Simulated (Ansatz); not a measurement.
This cell of TiAl3 (D022 type, space group I4/mmm) is off equilibrium:

```
TiAl3
1.0
   -1.91209     1.91209     4.28030
    1.91209    -1.91209     4.28030
    1.91209     1.91209    -4.28030
Al Ti
3 1
Direct
  0.50000   0.50000   0.00000
  0.75000   0.25000   0.50000
  0.25000   0.75000   0.50000
  0.00000   0.07060   0.07060
```

Method: r2SCAN (plane waves to 500 eV, PAW, scalar-relativistic; Ansatz, a first-principles code). k mesh 14×14×14 (Γ-centred), Fermi-Dirac smearing 0.05 eV. The energy includes the smearing's −TS. Compression counts positive. With partly filled bands, energies and forces of such displacements shift with the k mesh and the smearing. TiAl3 is run without spin polarisation. TiAl3 was relaxed with its symmetry unable to fall.

**Question.** What forces act on the atoms (eV/Å, Cartesian)?

**Answer.** 
| atom | Fx | Fy | Fz |
|---|---|---|---|
| Al1 | 1.833 | 0.000 | 0.000 |
| Al2 | 0.571 | 0.000 | -0.153 |
| Al3 | 0.571 | 0.000 | 0.153 |
| Ti4 | -2.975 | 0.000 | 0.000 |

**Question.** Give the stress tensor in GPa and the pressure.

**Answer.** 
```
    2.3      0.0      0.0
    0.0      3.5      0.0
    0.0      0.0      1.3
```
The pressure, a third of the trace, is 2.4 GPa.

**Question.** In it atom 4 sits (0.270, 0.000, 0.000) Å away from its relaxed site. What is its energy relative to the relaxed cell?

**Answer.** 400 meV/cell.

(For displaced atoms, the force is minus the slope of the energy, and its curvature is a force constant, which sets phonon frequencies.)
